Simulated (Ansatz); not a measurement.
**ZrC under compression and expansion**

```cif
data_structure
_symmetry_space_group_name_H-M 'Fm-3m'
_symmetry_Int_Tables_number 225
_cell_length_a 4.7086
_cell_length_b 4.7086
_cell_length_c 4.7086
_cell_angle_alpha 90.000
_cell_angle_beta 90.000
_cell_angle_gamma 90.000
_cell_volume 104.40
loop_
_atom_site_label
_atom_site_type_symbol
_atom_site_symmetry_multiplicity
_atom_site_Wyckoff_symbol
_atom_site_fract_x
_atom_site_fract_y
_atom_site_fract_z
_atom_site_occupancy
Zr1 Zr 4 a 0.00000 0.00000 0.00000 1
C1 C 4 b 0.50000 0.00000 0.00000 1
```

The runs use the primitive cell with vectors (0.000, 2.354, 2.354), (2.354, 0.000, 2.354), (2.354, 2.354, 0.000) Å, to which the k mesh refers.

The structure is cubic, space group Fm-3m (No. 225). Conventional cell: a = 4.709 Å, b = 4.709 Å, c = 4.709 Å, α = 90.00°, β = 90.00°, γ = 90.00°. Zr (site symmetry m-3m) is surrounded by 6 C at 2.35 Å. C (site symmetry m-3m) has 6 Zr at 2.35 Å as nearest neighbours.

The structure comes from a relaxation in the same program, started in the rocksalt type, and has space group Fm-3m. Whether it is a known phase or the ground state wasn't checked.

Methods: DFT, PBE, all-electron LAPW, scalar-relativistic (Ansatz 0.2.0); DFT, PBE, PAW with Ansatz's default frozen-core files, scalar-relativistic (Ansatz 0.2.0).

For LAPW: a Γ-centred 14×14×14 k mesh, Fermi–Dirac smearing of 0.05 eV, basis error target 0.5 meV/atom, no spin polarisation. PAW takes a cutoff of 420 eV at this cell. The Ansatz runs share mesh, smearing and spin set-up. Plane-wave (PAW) pressures include the program's estimate of the Pulay term.

The cell above is scaled evenly, with fractional coordinates and shape held.

```
V/V(cell)  V (Å³/atom)  P, LAPW (GPa)  P, PAW (GPa)
   0.9405       12.273          15.52         15.46
   0.9700       12.658              ?             ?
   1.0000       13.049           0.07          0.01
   1.0300       13.441          -6.12         -6.18
   1.0600       13.832         -11.44        -11.50
```

**Question.** Fill in the row V/V(cell) = 0.9700.

**Answer.** P, LAPW (GPa) = 7.28, P, PAW (GPa) = 7.22.

**Question.** What do Birch–Murnaghan fits to the pressures give?

**Answer.** LAPW: V0 = 13.05 Å³/atom, B0 = 222 GPa, B0′ = 4.0; PAW: V0 = 13.05 Å³/atom, B0 = 222 GPa, B0′ = 4.1.

PAW's V0 lies -0.03 % from the all-electron value and its B0 0.1 %. Symmetry fixes shape and coordinates here, so this is the relaxed modulus.
